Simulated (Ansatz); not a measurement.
A geometry of Be away from equilibrium: step 2 of the relaxation of a relaxed Be cell displaced along its unstable phonon at q = (½, 0, ½) of its primitive reciprocal cell (357i cm⁻¹), largest move 0.15 Å. These are PBE (plane waves to 420 eV, PAW, scalar-relativistic; Ansatz, a quantum-chemistry and plane-wave program) values and carry that method's errors. Γ-centred k-mesh 17×17×17 on the run's cell (coarser than for final values), Fermi–Dirac smearing 0.05 eV. The plane waves were selected for a different cell earlier on the path.

```
Be
1.0
    0.00000     3.57830     8.51078
    1.12911     0.00000     4.25539
    1.12911     3.57830     4.25539
Be
4
Direct
  0.66810   0.16810   0.83190
  0.11023   0.11023   0.88977
  0.38977   0.88977   0.11023
  0.83190   0.83190   0.16810
```

Q: Give the Cartesian forces on all atoms (eV/Å).

A: 
| atom | Fx | Fy | Fz |
|---|---|---|---|
| Be1 | 0.00 | 0.00 | 0.58 |
| Be2 | 0.00 | 0.00 | -0.77 |
| Be3 | 0.00 | 0.00 | 0.77 |
| Be4 | 0.00 | 0.00 | -0.58 |

The path ends in Cmcm (No. 63). No spin polarisation in the result.

The run could not lose the symmetry of its start: the end is stationary, and may be a saddle point rather than a minimum.

The end of the path is a generated cell of Be: the first start was made by placing the elements on the sites of a structure type, and the end was not matched to a known phase here, so it may be hypothetical. Known forms of Be include space group No. 194.
